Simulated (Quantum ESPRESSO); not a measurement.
**Band energies of LiNO₃**

```xyz
10
Lattice="2.3275 1.3438 4.9452 -2.3275 1.3438 4.9452 0.0000 -2.6876 4.9452" Properties=species:S:1:pos:R:3 pbc="T T T"
Li     0.0000     0.0000     7.4178
Li     0.0000     0.0000     0.0000
N      0.0000     0.0000    11.1266
N      0.0000     0.0000     3.7089
O     -1.0696    -1.3438     6.1815
O      1.0696     1.3438     8.6541
O      1.6985    -0.2544     6.1815
O     -1.6985     0.2544     8.6541
O     -0.6290     1.5982     6.1815
O      0.6290    -1.5982     8.6541
```

PBEsol (Quantum ESPRESSO, PseudoDojo norm-conserving, 84 Ry, no spin-orbit coupling); path ΓLB1,BZΓX,QFP1Z,LP; energies in eV from the valence-band maximum.

```csv
k (1/Å),point,band 22,band 23,band 24,band 25,band 26,band 27,band 28,band 29
0.00,Γ,-1.58,-1.00,-0.87,-0.87,-0.84,3.05,3.71,6.85
0.20,,-1.64,-1.08,-0.98,-0.76,-0.69,3.09,3.72,7.06
0.40,,-1.66,-1.23,-1.17,-0.51,-0.40,3.20,3.71,7.59
0.61,,-1.66,-1.37,-1.30,-0.25,-0.17,3.36,3.64,8.23
0.81,L,-1.77,-1.38,-1.38,-0.11,-0.11,3.52,3.52,8.78
1.00,,-1.83,-1.39,-1.39,-0.07,-0.07,3.54,3.54,8.65
1.20,,-2.04,-1.37,-1.37,-0.02,-0.02,3.58,3.58,8.51
1.39,B1,-2.22,-1.33,-1.33,-0.05,-0.05,3.57,3.57,8.50
1.39,B,-2.22,-1.33,-1.33,-0.05,-0.05,3.57,3.57,8.50
1.77,,-1.86,-1.35,-1.35,-0.50,-0.50,3.31,3.31,8.54
1.97,,-1.58,-1.39,-1.39,-0.80,-0.80,3.18,3.18,8.35
2.16,Z,-1.41,-1.41,-1.41,-0.96,-0.96,3.13,3.13,8.23
2.58,,-1.63,-1.00,-0.94,-0.94,-0.86,3.04,3.58,7.09
2.79,Γ,-1.58,-1.00,-0.87,-0.87,-0.84,3.05,3.71,6.85
2.99,,-1.63,-1.09,-0.96,-0.76,-0.69,3.09,3.73,7.04
3.18,,-1.68,-1.26,-1.13,-0.53,-0.39,3.20,3.75,7.49
3.57,,-1.89,-1.42,-1.34,-0.08,0.00,3.50,3.66,8.33
3.76,X,-2.16,-1.43,-1.26,-0.05,0.00,3.54,3.63,8.38
3.76,Q,-2.16,-1.43,-1.26,-0.05,0.00,3.54,3.63,8.38
4.14,F,-1.94,-1.58,-1.07,-0.23,-0.02,3.38,3.75,8.10
4.14,P1,-1.81,-1.55,-1.15,-0.23,-0.08,3.39,3.63,8.30
4.31,,-1.75,-1.49,-1.22,-0.38,-0.28,3.34,3.47,8.41
4.47,,-1.64,-1.46,-1.31,-0.61,-0.57,3.25,3.30,8.42
4.81,Z,-1.41,-1.41,-1.41,-0.96,-0.96,3.13,3.13,8.23
4.81,L,-1.77,-1.38,-1.38,-0.11,-0.11,3.52,3.52,8.78
4.95,,-1.64,-1.51,-1.29,-0.14,-0.08,3.48,3.56,8.63
5.25,P,-1.81,-1.55,-1.15,-0.23,-0.08,3.39,3.63,8.30
```

The PBEsol gap is indirect, 3.04 eV, from X to 67 % of the way from Z to Γ; the smallest direct gap is 3.40 eV. Another valence and conduction extremum on the path lies within 0.02 eV, too close to call.

Geometry of the Materials Project entry, not relaxed at this level.

The structure is a Materials Project entry; no match was found in the copy of COD used, and its stability was not checked.
